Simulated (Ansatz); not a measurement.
Relaxed-ion elastic tensor of C in space group P4_2/ncm (No. 138; C on 8i, C on 4b) in GPa (Voigt order), the program Ansatz at the r²SCAN level (PAW); density 3.38 g/cm³, 5.90 Å³ per atom.

```
996  160  120  0.0  0.0  0.0
160  996  120  0.0  0.0  0.0
120  120  986  0.0  0.0  0.0
0.0  0.0  0.0  498  0.0  0.0
0.0  0.0  0.0  0.0  498  0.0
0.0  0.0  0.0  0.0  0.0  583
```

Problem. Is the crystal mechanically stable?

Solution. Yes: the smallest eigenvalue of C is 498 GPa.

Problem. Work out the Voigt, Reuss and Hill averages.

Solution. K_V = 420, K_R = 420, K_H = 420; G_V = 488, G_R = 481, G_H = 485 GPa.

Problem. Give Young's modulus, Poisson's ratio, Pugh's ratio and the universal anisotropy index.

Solution. E = 9KG/(3K + G) = 1050 GPa; ν = 0.08; K/G = 0.87 (brittle by the Pugh limit of 1.75); A_U = 5G_V/G_R + K_V/K_R − 6 = 0.07.

Problem. Estimate the sound speeds and the Debye temperature.

Solution. v_l = √((K + 4G/3)/ρ) = 17800 m/s, v_t = √(G/ρ) = 12000 m/s, mean 13100 m/s; Θ = (h/k)(3n/4πV)^(1/3) v_m = 2150 K.

Problem. Solve the Christoffel equation for the three sound speeds along x, y, z.

Solution. Eigenvalues of C_ijkl n_j n_l equal ρv². In km/s, slowest first: x 12.14, 13.14, 17.17; y 12.14, 13.14, 17.17; z 12.14, 12.14, 17.08.

Problem. How much does each axis shrink under pressure?

Solution. Linear compressibilities β_i = Σ_j S_ij (j = 1 to 3): x 0.78, y 0.78, z 0.82 per TPa.

The start of the workflow was typed in or built on a structure type; neither database checked (COD, Materials Project) lists it. It is not the phase usual at ambient conditions (space group No. 194, 227). The r²SCAN relaxation kept the symmetry of its start; whether a distortion lowers the energy is not shown.

Potentials: the earlier of the program's two PAW sets.
